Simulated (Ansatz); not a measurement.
## AlGa₃As₄: course of a relaxation

Theory: DFT PBEsol, scalar-relativistic, plane waves, PAW (Ansatz 0.2.0). Run with 420 eV cutoff, 12×12×2 k-mesh, Gaussian smearing of 0.02 eV, no spin polarisation.

What was changed in InGa3N4: In → Al, N → As on all its sites, cell and atoms relaxed.

Command:

```bash
ansatz run input.yaml --threads 2 --pin off --max-ram 5120MiB --backend cpu --events-out ev --progress --plain --runs-dir out
```

Input:

```yaml
crystal:
  lattice:
    - [3.9927163049, 0.0, 0.0]
    - [-1.9963581524, 3.4577937501, 0.0]
    - [0.0, 0.0, 13.1131628318]
  atoms:
    - { symbol: Al, position: [0.0, 0.0, 0.9994346398] }
    - { symbol: Ga, position: [0.6666666667, 0.3333333333, 0.2487869895] }
    - { symbol: Ga, position: [0.6666666667, 0.3333333333, 0.7483898904] }
    - { symbol: Ga, position: [0.0, 0.0, 0.4987212395] }
    - { symbol: As, position: [0.6666666667, 0.3333333333, 0.061748349] }
    - { symbol: As, position: [0.6666666667, 0.3333333333, 0.5613927769] }
    - { symbol: As, position: [0.0, 0.0, 0.3116513703] }
    - { symbol: As, position: [0.0, 0.0, 0.8116757447] }
basis:
  ecutwfc: 420
kpoints:
  mp_grid: { grid: [12, 12, 2] }
hamiltonian:
  xc: pbesol
scf:
  occupations: { method: gaussian, width: 0.02 }
output:
  forces: true
  stress: true
  eigenvalues: true
relax:
  adjacent_minimum: "off"
  f_tol: 0.01
  max_steps: 60
  cell: { stress_tol: 0.1 }
```

F is the free energy. Steps run on the plane waves of an earlier cell, but the last one, and at times one on the way, on a freshly chosen basis, so a repeated geometry can differ a little in energy.

Steps:

```csv
step,F − F(1) (eV),largest force component (eV/Å),V (Å³/atom),P (GPa)
1,0.0000,0.014,22.630,0.21
2,-0.0006,0.018,22.689,0.02
3,-0.0007,0.005,22.693,0.01
4,-0.0008,0.005,22.693,0.01
```

Relaxed structure:

```cif
data_structure
_symmetry_space_group_name_H-M 'P 1'
_symmetry_Int_Tables_number 1
_cell_length_a 3.9921
_cell_length_b 3.9921
_cell_length_c 13.1538
_cell_angle_alpha 90.000
_cell_angle_beta 90.000
_cell_angle_gamma 120.000
_cell_volume 181.54
loop_
_atom_site_label
_atom_site_type_symbol
_atom_site_fract_x
_atom_site_fract_y
_atom_site_fract_z
_atom_site_occupancy
Al1 Al 0.00000 0.00000 0.99930 1
Ga1 Ga 0.66667 0.33333 0.24872 1
Ga2 Ga 0.66667 0.33333 0.74828 1
Ga3 Ga 0.00000 0.00000 0.49865 1
As1 As 0.66667 0.33333 0.06191 1
As2 As 0.66667 0.33333 0.56146 1
As3 As 0.00000 0.00000 0.31174 1
As4 As 0.00000 0.00000 0.81174 1
```

Symmetry: P3m1, No. 156, trigonal system. The conventional cell has a = 3.992 Å, b = 3.992 Å, c = 13.154 Å, α = 90.00°, β = 90.00°, γ = 120.00°. Around Al (site symmetry 3m) lie 4 As at 2.45 to 2.47 Å. Ga (site symmetry 3m) has 4 As at 2.45 to 2.46 Å as nearest neighbours. Ga (site symmetry 3m) is surrounded by 4 As at 2.45 to 2.46 Å. Ga (site symmetry 3m) is surrounded by 4 As at 2.45 to 2.46 Å. Around As (site symmetry 3m) lie 3 Al at 2.45 Å and 1 Ga at 2.46 Å. Around As (site symmetry 3m) lie 4 Ga at 2.45 to 2.46 Å. As (site symmetry 3m) is surrounded by 4 Ga at 2.45 to 2.46 Å. As (site symmetry 3m) is surrounded by 3 Ga at 2.45 Å and 1 Al at 2.47 Å.

The run converged. It took 100 s on 2 threads of AMD EPYC 7R43 64-Core Processor (Zen 3), with other jobs on the host, peak memory 0.72 GiB.